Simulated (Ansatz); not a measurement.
Ge$_{3}$N$_{4}$:
```cif
data_Ge6N8
_chemical_formula_sum 'Ge6 N8'
_space_group_name_H-M_alt 'P63/m'
_space_group_IT_number 176
_space_group_name_Hall '-P 6c'
_cell_length_a 8.12947
_cell_length_b 8.12947
_cell_length_c 3.11407
_cell_angle_alpha 90.000
_cell_angle_beta 90.000
_cell_angle_gamma 120.000
loop_
_atom_site_label
_atom_site_type_symbol
_atom_site_symmetry_multiplicity
_atom_site_Wyckoff_symbol
_atom_site_fract_x
_atom_site_fract_y
_atom_site_fract_z
_atom_site_occupancy
Ge1 Ge 6 h 0.23534 0.40626 0.25000 1
N1 N 2 c 0.33333 0.66667 0.25000 1
N2 N 6 h 0.33047 0.02749 0.25000 1
```

Relaxed with PBE. 

Problem. HSE06 on this cell (Ansatz, a first-principles code, PAW) gives a gap of 3.31 eV. What does PBE give?

Solution. 1.82 eV.

Cost on shared cores: the PBE run (SCF on a 4×4×9 mesh, then bands and DOS) very roughly 2.8 core-minutes, the HSE06 run (SCF on 3×3×5, then a few points) very roughly 12 core-minutes; the tasks are unlike.

Space group P6_3/m. The PBE relaxation kept the symmetry of its start. Spin–orbit coupling is left out wherever it is not named.

Potentials: the later of the program's two PAW sets.

Ansatz is a plane-wave DFT program.
